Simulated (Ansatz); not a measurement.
MoN2 in space group P4/mbm (No. 127; Mo on 2a, N on 4h) under volume change, LDA (plane waves, PAW; program Ansatz), shape and atoms relaxed at each volume.

```csv
V (Å³/atom),E − E(relaxed) (meV/atom),P (GPa)
7.466,96.8,45.82
7.713,40.5,27.93
7.959,9.6,12.80
8.205,0.0,0.00
8.451,8.5,-10.82
8.697,32.4,-19.94
8.943,69.0,-27.60
```

Task: What does a third-order Birch–Murnaghan fit give for V₀, B₀ and B′?

Result: V₀ = 8.20 Å³/atom, B₀ = 391 GPa, B′ = 4.6.

The first step of the workflow began from a Materials Project structure, measured or hypothetical; the Crystallography Open Database copy checked does not list it. Whether it is the stable phase at ambient conditions was not checked. The LDA relaxation kept the symmetry of its start; of distortions, only those at the zone centre were tested. No spin polarisation was allowed.

Potentials: the later of the program's two PAW sets.
